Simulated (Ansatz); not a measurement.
# Ir2Ru3 (P-6m2)

Method: Ansatz 0.2.0, DFT PBE, scalar-relativistic, plane waves, PAW.

Settings: cutoff 420 eV, Γ-centred mesh 18×18×2 on the computed 10-atom cell, Gaussian smearing of 0.10 eV; no spin polarisation.

The structure is relaxed at this level of theory with its symmetry kept, and needn't be the ground state of this composition.

Space group P-6m2 (No. 187), hexagonal, a = 2.734 Å, c = 21.743 Å. Around Ru on a site of symmetry 3m lie 12 Ru at 2.64–2.73 Å; Ru on a site of symmetry -6m2 is surrounded by 6 Ir at 2.68 Å and 6 Ru at 2.73 Å; Ru on a second site of symmetry 3m is surrounded by 9 Ru at 2.64–2.73 Å and 3 Ir at 2.69 Å; Ru on a second site of symmetry -6m2 is surrounded by 12 Ru at 2.67–2.73 Å; Ir on its first site is surrounded by 3 Ru at 2.69 Å and 9 Ir at 2.73–2.76 Å; around Ir on its second site lie 3 Ru at 2.68 Å and 9 Ir at 2.73–2.76 Å.

| Item | Value |
| --- | --- |
| Volume per atom | 95.0 bohr³ |
| Formation energy from the elements' standard states (uncorrected) | -0.010 eV/atom |
| Kohn–Sham band gap | none (metal) |
| Density of states at the Fermi level | 9.0 states/eV per cell |
| Orbital (Löwdin) character within 0.5 eV of the Fermi level | Ru 4d 56 %, Ir 5d 39 % |
| Bader charge by site (e) | Ru (2 in the cell) 0.01, Ru (1 in the cell) 0.22, Ru (2 in the cell) 0.11, Ru (1 in the cell) -0.01, Ir (2 in the cell) -0.12, Ir (2 in the cell) -0.11 |

Spin-orbit coupling is left out, which matters for the bands of heavy elements.

The cell was found from a structure generator's guess, not taken from experiment. Löwdin shares on free-atom orbitals overweight diffuse shells.
